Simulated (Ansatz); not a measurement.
An Ansatz (a quantum-chemistry and plane-wave program) run. Input:

Ansatz 0.2 input:
```yaml
crystal:
  lattice:
    - [5.7068956342, 0.0, 0.0]
    - [-2.8534478171, 4.9423165959, 0.0]
    - [0.0, 0.0, 6.2679458843]
  atoms:
    - { symbol: Ti, position: [0.5005874456, 0.5005874456, 0.0] }
    - { symbol: Ti, position: [0.4994125544, 0.0, 0.3333333333] }
    - { symbol: Ti, position: [0.0, 0.4994125544, 0.6666666667] }
    - { symbol: O, position: [0.4253968953, 0.2137961874, 0.1675040268] }
    - { symbol: O, position: [0.7862038126, 0.211600708, 0.5008373601] }
    - { symbol: O, position: [0.788399292, 0.5746031047, 0.8341706934] }
    - { symbol: O, position: [0.2137961874, 0.4253968953, 0.8324959732] }
    - { symbol: O, position: [0.211600708, 0.7862038126, 0.4991626399] }
    - { symbol: O, position: [0.5746031047, 0.788399292, 0.1658293066] }
kpoints:
  mp_grid: { grid: [5, 5, 4] }
basis: { xc_grid: 2 }
hamiltonian:
  xc: pbesol
  pseudopotentials: { azcp: { folder: ./paw }, kind: paw }
scf:
  occupations: { method: fixed }
output:
  optics: { e_range: [0.0, 15.0], de: 0.05, sigma: 0.1, bands: { spectra_wanted_up_to: 12 eV } }
```

Output (shortened):

```
output.optics: the spectra are integrated over the Brillouin zone by k·p interpolation around the k-points, where levels, occupations, output.optics.sigma and …
Pseudopotential: Ti, paw, valence charge 12
Pseudopotential: O, paw, valence charge 6
Functional definition: PBEsol
Crystal: 9 atoms, lattice volume = 176.789 Å³
Basis set: ecut = 420 eV, 3489 PW (Γ), exchange–correlation on 80×80×90 points (8 copies of the dense FFT grid, shifted against one another)
Bands: 45, of which v1, the nominal top of the filled ones, is band 36 counted from 1 (35 counted from 0)
Symmetry: 6 space group operations
Space group: P3121 (ITA 152), of the structure as read, at distance tolerance 5.6e-5 Å
k-points: 17 of 100 (time reversal used)
SCF iter   1: F=—  HF=-10800.315853 eV  |F-HF|=—  |Δ(HF+E_count)|=         —  Δρ=4.86e-2  dr2=6.07e0  ethr=3.10e-3  ⟨swp⟩=3.5  Hψ=2408  notcnv=0  defer=87
preconditioner: auto → Resta (q_TF=auto, 2.349 Å⁻¹)
SCF iter   2: F=—  HF=-10798.928649 eV  |F-HF|=—  |Δ(HF+E_count)|=    1.39e0  Δρ=2.63e-2  dr2=1.89e0  ethr=3.10e-3  ⟨swp⟩=2.9  Hψ=1552  notcnv=0  defer=63
SCF iter   3: F=—  HF=-10798.474860 eV  |F-HF|=—  |Δ(HF+E_count)|=   4.54e-1  Δρ=9.49e-3  dr2=2.63e-1  ethr=2.63e-3  ⟨swp⟩=2.0  Hψ=1025  notcnv=0  defer=101
SCF iter   4: F=—  HF=-10798.539870 eV  |F-HF|=—  |Δ(HF+E_count)|=   6.50e-2  Δρ=1.47e-2  dr2=3.63e-1  ethr=3.65e-4  ⟨swp⟩=2.1  Hψ=1385  notcnv=0  defer=95
SCF iter   5: F=—  HF=-10798.491817 eV  |F-HF|=—  |Δ(HF+E_count)|=   4.81e-2  Δρ=2.35e-3  dr2=1.12e-2  ethr=3.65e-4  ⟨swp⟩=2.0  Hψ=1063  notcnv=0  defer=109
SCF iter   6: F=—  HF=-10798.521226 eV  |F-HF|=—  |Δ(HF+E_count)|=   2.94e-2  Δρ=5.37e-4  dr2=3.63e-4  ethr=1.56e-5  ⟨swp⟩=2.0  Hψ=1085  notcnv=0  defer=117
SCF iter   7: F=—  HF=-10798.523041 eV  |F-HF|=—  |Δ(HF+E_count)|=   1.82e-3  Δρ=1.47e-4  dr2=3.17e-5  ethr=5.04e-7  ⟨swp⟩=2.0  Hψ=1157  notcnv=0  defer=117
SCF iter   8: F=—  HF=-10798.523094 eV  |F-HF|=—  |Δ(HF+E_count)|=   5.25e-5  Δρ=2.01e-5  dr2=8.25e-7  ethr=4.40e-8  ⟨swp⟩=2.0  Hψ=1118  notcnv=0  defer=57
SCF iter  13: F=-10798.523139 eV  HF=-10798.523139 eV  |F-HF|=5.46e-12  |Δ(HF+E_count)|=  8.37e-11  Δρ=3.47e-8  dr2=2.63e-12  ethr=1.00e-12  ⟨swp⟩=10.7  Hψ=2517  notcnv=0
SCF 1 converged in 13 iterations: F = -10798.523139 eV  dr2 = 2.63e-12
NSCF: frozen V_eff on 17 k-points
Optics k sum: 0 of 17 k-points
Optics k sum: 1 of 17 k-points
Optics k sum: 2 of 17 k-points
Optics k sum: 3 of 17 k-points
Optics k sum: 4 of 17 k-points
Optics k sum: 5 of 17 k-points
Optics k sum: 6 of 17 k-points
Optics k sum: 7 of 17 k-points
Optics k sum: 8 of 17 k-points
Optics k sum: 9 of 17 k-points
Optics k sum: 10 of 17 k-points
Optics k sum: 11 of 17 k-points
Optics k sum: 12 of 17 k-points
Optics k sum: 13 of 17 k-points
Optics k sum: 14 of 17 k-points
Optics k sum: 15 of 17 k-points
Optics k sum: 16 of 17 k-points
Optics k sum: 17 of 17 k-points
Optics k sum: 0 of 17 k-points
Optics k sum: 1 of 17 k-points
Optics k sum: 2 of 17 k-points
Optics k sum: 3 of 17 k-points
Optics k sum: 4 of 17 k-points
Optics k sum: 5 of 17 k-points
Optics k sum: 6 of 17 k-points
Optics k sum: 7 of 17 k-points
Optics k sum: 8 of 17 k-points
Optics k sum: 9 of 17 k-points
Optics k sum: 10 of 17 k-points
Optics k sum: 11 of 17 k-points
Optics k sum: 12 of 17 k-points
Optics k sum: 13 of 17 k-points
Optics k sum: 14 of 17 k-points
Optics k sum: 15 of 17 k-points
Optics k sum: 16 of 17 k-points
Optics k sum: 17 of 17 k-points
NSCF: frozen V_eff on 1 k-points
NSCF: frozen V_eff on 1 k-points
NSCF: frozen V_eff on 1 k-points
NSCF: frozen V_eff on 1 k-points
output.optics: what the bands over the 71 summed would add to eps1, eps2 and the energy-loss function is held between a lower and an upper bound (13 Lanczos …
SCF converged after 13 iterations
Free energy (F): -10798.523139 eV
Harris-Foulkes:  -10798.523139 eV  (|F-HF|=5.46e-12)
Internal energy: -10798.523139 eV  (E = F + TS)
E sigma→0 (E₀):  -10798.523139 eV
Fermi energy:    0.749193 eV
--- Per-component energies (eV) ---
  E_band       = -1093.047401
  E_kinetic    = 1844.173825
  E_local      = -8368.164276  (includes V_loc(G=0)·N_el)
  E_nonlocal   = 495.682719
  E_hartree    = 3342.716195
  E_xc         = -767.127600
  E_vxc        = -975.002175  (∫ρ·V_xc dr)
  E_paw        = -3989.886993  (= ΣΔE_a)
  E_vpaw       = -775.174138  (= ΣTr[D̂ρ^β])
  E_aug_tail   = 0.004350  (compensation charges beyond the density's cutoff)
  E_ewald      = -3356.551240
  E_core_change = 0.629881  (= ΣΔE_core)
  E_smearing   =  0.000000  (= −TS)
  E_closure    = 0.000000  (closes the sum)
  Σ components = -10798.523139   (vs F -10798.523139, Δ=0.00e0)
  [band-id]    e_kinetic+e_local+e_nonlocal+2·e_hartree+e_vxc+e_vpaw+e_augmentation_tail = -1093.047304   (vs E_band -1093.047401, Δ=9.70e-5)
--- Band table (eV; the first three rows and the last of 17) ---
  k-point 0: bands = ["-54.2387", "-54.2312", "-54.2312", "-30.8308", "-30.8013", "-30.8013", "-30.7759", "-30.7759", "-30.6962", "-30.6772", "-30.6744", "-30.6744", "-15.2174", "-14.7028", "-14.7028", "-14.5500", "-14.5500", "-14.5287", "-2.2395", "-2.2395", …
  k-point 1: bands = ["-54.2380", "-54.2337", "-54.2294", "-30.8263", "-30.8059", "-30.8008", "-30.7992", "-30.7436", "-30.6961", "-30.6870", "-30.6863", "-30.6624", "-15.1704", "-14.8715", "-14.5809", "-14.5549", "-14.5431", "-14.5307", "-2.2322", "-2.2315", …
  k-point 2: bands = ["-54.2362", "-54.2362", "-54.2287", "-30.8158", "-30.8158", "-30.8076", "-30.8010", "-30.7107", "-30.7107", "-30.6941", "-30.6941", "-30.6574", "-15.0430", "-15.0430", "-14.5567", "-14.5366", "-14.5360", "-14.5360", "-2.2314", "-2.2314", …
  k-point 16: bands = ["-54.2362", "-54.2332", "-54.2317", "-30.8292", "-30.8065", "-30.8053", "-30.7764", "-30.7505", "-30.7214", "-30.6769", "-30.6751", "-30.6670", "-15.0328", "-14.8457", "-14.7389", "-14.5561", "-14.5485", "-14.5322", "-2.2100", …
```

Cost: roughly 7 core-minutes on shared cores.

Space group P3_121. The workflow started from a Materials Project entry (that database holds measured and hypothetical structures alike); the Crystallography Open Database files this formula in space group No. 152, but the cells were not matched. It is not the phase usual at ambient conditions (space group No. 61, 136, 141). Symmetry was held in the PBEsol relaxation; its stability against distortions is not shown here. No spin polarisation was allowed.

Potentials: the earlier of the program's two PAW sets.

Ansatz is a plane-wave DFT program.
